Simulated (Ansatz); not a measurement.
LaSi₂Ru₂:
```xyz
5
Lattice="-2.1141 2.1141 5.0010 2.1141 -2.1141 5.0010 2.1141 2.1141 -5.0010" Properties=species:S:1:pos:R:3 pbc="T T T"
La     0.0000     0.0000     0.0000
Si     0.0000     0.0000     6.4189
Si     0.0000     0.0000     3.5832
Ru     2.1141     0.0000     2.5005
Ru     0.0000     2.1141     2.5005
```

Relaxed with r²SCAN. Special points in fractions of this cell's reciprocal vectors: Γ (0.000, 0.000, 0.000); X (0.000, 0.000, 0.500); P (0.250, 0.250, 0.250); N (0.000, 0.500, 0.000); M (0.500, 0.500, -0.500); S (0.295, 0.705, -0.295); S0 (-0.295, 0.295, 0.295); R (-0.089, 0.089, 0.500); G (0.500, 0.500, -0.089).

Problem. List the band energies nearest the Fermi level at these points for the program Ansatz at the r²SCAN level (PAW).

Solution. In eV from the Fermi level; about four levels below and three above (degenerate sets whole), none deeper than 8.9 eV; points with the same levels are listed once.

```csv
k,below,above
Γ,-0.54 -0.54 -0.51 -0.30 -0.08,1.33 2.18 2.18
X,-1.81 -0.86 -0.82 -0.81,0.15 1.78 1.84
P,-0.84 -0.83 -0.32 -0.32,1.82 1.82 2.45
N,-1.99 -1.78 -0.94 -0.44,1.07 2.14 2.68
M,-2.50 -2.38 -2.38 -0.43,0.47 0.47 1.33
S,-2.01 -1.62 -1.54 -1.52,1.20 1.30 1.37
R,-2.15 -2.15 -1.93 -1.50 -0.86,0.05 0.09 1.80
```

Space group I4/mmm. The workflow started from a Materials Project entry (that database holds measured and hypothetical structures alike); the Crystallography Open Database files this formula in space group No. 139, but the cells were not matched. Its standing as an ambient phase is unchecked. The cell was relaxed with r²SCAN under the symmetry of its start; whether a distortion lowers the energy is not shown. No spin polarisation was allowed. Spin–orbit coupling is left out wherever it is not named.

Potentials: the later of the program's two PAW sets.
